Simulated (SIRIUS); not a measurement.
Band structure of AlGaN₂ (P3m1, 4 atoms in the cell; from Materials Project mp-1228894).

```yaml
crystal:
  lattice:
    - [3.14528, 0.00000, 0.00000]
    - [-1.57264, 2.72389, 0.00000]
    - [0.00000, 0.00000, 5.09689]
  atoms:
    - { symbol: Al, position: [0.00000, 0.00000, 0.99926] }
    - { symbol: Ga, position: [0.66667, 0.33333, 0.49717] }
    - { symbol: N, position: [0.66667, 0.33333, 0.11180] }
    - { symbol: N, position: [0.00000, 0.00000, 0.62816] }
```

Level of theory: LDA (PW92), FP-LAPW (LAPW with two local orbitals a valence shell; core below -3 Ha), all-electron full potential with ZORA scalar-relativistic valence and Dirac core in SIRIUS.

Settings: parameters.ngridk = 6 6 4; basis = LAPW with two local orbitals a valence shell, core below -3 Ha; unit_cell.atom_type_rmt = {Al: 1.85, Ga: 1.97, N: 1.57} bohr; parameters.xc_functionals = [XC_LDA_X, XC_LDA_C_PW]; parameters.aw_cutoff = 7; parameters.pw_cutoff = 20 1/bohr; parameters.smearing = gaussian; parameters.smearing_width = 0.0001 Ha; parameters.electronic_structure_method = full_potential_lapwlo; parameters.lmax_apw = 8; parameters.lmax_rho = 8; parameters.lmax_pot = 8; parameters.auto_rmt = 0; parameters.num_fv_states = 20.

The structure comes from a collection of computed structures, made at another level of theory; the collection holds predicted forms beside known ones. Values depend on the basis (sphere radii, cutoffs, local orbitals), which need not be converged.

Points are given in units of this cell's reciprocal vectors. Levels in eV from the Fermi level, bands 13 to 19:
```json
[
 {"point": "Γ (0 0 0)", "13": "-2.37", "14": "-1.39", "15": "-1.28", "16": "-1.28", "17": "1.62", "18": "4.20", "19": "8.30"},
 {"point": "M (0.5 0 0)", "13": "-5.16", "14": "-3.74", "15": "-3.39", "16": "-2.14", "17": "3.84", "18": "4.48", "19": "5.42"},
 {"point": "K (0.333 0.333 0)", "13": "-5.30", "14": "-4.19", "15": "-3.95", "16": "-3.90", "17": "3.59", "18": "6.84", "19": "6.93"},
 {"point": "A (0 0 0.5)", "13": "-2.16", "14": "-2.16", "15": "-1.50", "16": "-1.50", "17": "3.58", "18": "4.36", "19": "7.53"},
 {"point": "L (0.5 0 0.5)", "13": "-3.23", "14": "-3.11", "15": "-2.92", "16": "-2.71", "17": "3.16", "18": "3.72", "19": "6.36"},
 {"point": "H (0.333 0.333 0.5)", "13": "-5.50", "14": "-5.25", "15": "-2.58", "16": "-2.38", "17": "5.17", "18": "5.58", "19": "5.89"}
]
```
